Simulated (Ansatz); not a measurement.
Space group P4/mmm (No. 123). a = 3.715 Å, b = 3.715 Å, c = 5.273 Å, α = 90.00°, β = 90.00°, γ = 90.00°
| atom | site | symmetry | x | y | z |
| --- | --- | --- | --- | --- | --- |
| Zr | 1d | 4/mmm | 0.5000 | 0.5000 | 0.5000 |
| Pb | 1a | 4/mmm | 0.0000 | 0.0000 | 0.0000 |
| O | 4i | 2mm. | 0.5000 | 0.0000 | 0.7393 |

Equation of state of this ZrPbO4 structure (not necessarily the ground state), with shape and atoms relaxed at each volume where symmetry leaves them free. It has no gap at any of these volumes. The calculation used DFT PBE, scalar-relativistic, plane waves, PAW in Ansatz 0.2.0.

Cutoff 420 eV; k points 10×10×8 on the computed 6-atom cell (Γ-centred); Gaussian smearing, width 0.10 eV; no spin polarisation.

| V (Å³/atom) | E − E(largest V) (meV/atom) | P (GPa) |
| --- | --- | --- |
| 10.671 | 68.29 | 30.92 |
| 11.034 | 9.62 | 21.05 |
| 11.398 | -28.45 | 12.77 |
| 11.762 | -49.29 | 5.82 |
| 12.126 | -55.64 | 0.00 |
| 12.489 | -49.86 | -4.86 |
| 12.853 | -34.05 | -8.93 |
| 13.338 | 0.00 | -13.30 |

Question: Fit a third-order Birch–Murnaghan equation, E = E0 + (9V0B0/16)·[(x − 1)³B0' + (x − 1)²(6 − 4x)] with x = (V0/V)^(2/3), to E(V).

Answer: V0 = 12.12 Å³/atom, B0 = 177 GPa, B0' = 4.9.

Spin-orbit coupling is left out, which matters for the bands of heavy elements.

The cell was found from a structure generator's guess, not taken from experiment.
